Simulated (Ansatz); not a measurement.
CuNi₃N:
```yaml
crystal:
  lattice:
    - [3.70922, 0.00000, 0.00000]
    - [0.00000, 3.70922, 0.00000]
    - [0.00000, 0.00000, 3.70922]
  atoms:
    - { symbol: Cu, position: [0.00000, 0.00000, 0.00000] }
    - { symbol: Ni, position: [0.00000, 0.50000, 0.50000] }
    - { symbol: Ni, position: [0.50000, 0.00000, 0.50000] }
    - { symbol: Ni, position: [0.50000, 0.50000, 0.00000] }
    - { symbol: N, position: [0.50000, 0.50000, 0.50000] }
```
The run is spin-polarised; directions of the spins, atom by atom: 0 ↑ ↑ ↑ ↑.

Relaxed with HSE06.

Give the Bader charges and basin volumes of the independent atoms, HSE06 (plane waves, PAW; program Ansatz).



```csv
atom,Bader charge (e),Bader volume (Å³)
Cu1,+0.10,12.1
Ni2,+0.37,10.4
N5,-1.22,7.6
```

Space group Pm-3m (anti-perovskite). The first step of the workflow began from a Materials Project structure, measured or hypothetical; the Crystallography Open Database copy checked does not list it. Whether it is the stable phase at ambient conditions was not checked. The HSE06 relaxation kept the symmetry of its start; whether a distortion lowers the energy is not shown. Magnetic state: ferromagnetic, the only order run, not a proven ground state. Other orbital occupations within this spin state were not tried.

Potentials: the later of the program's two PAW sets.
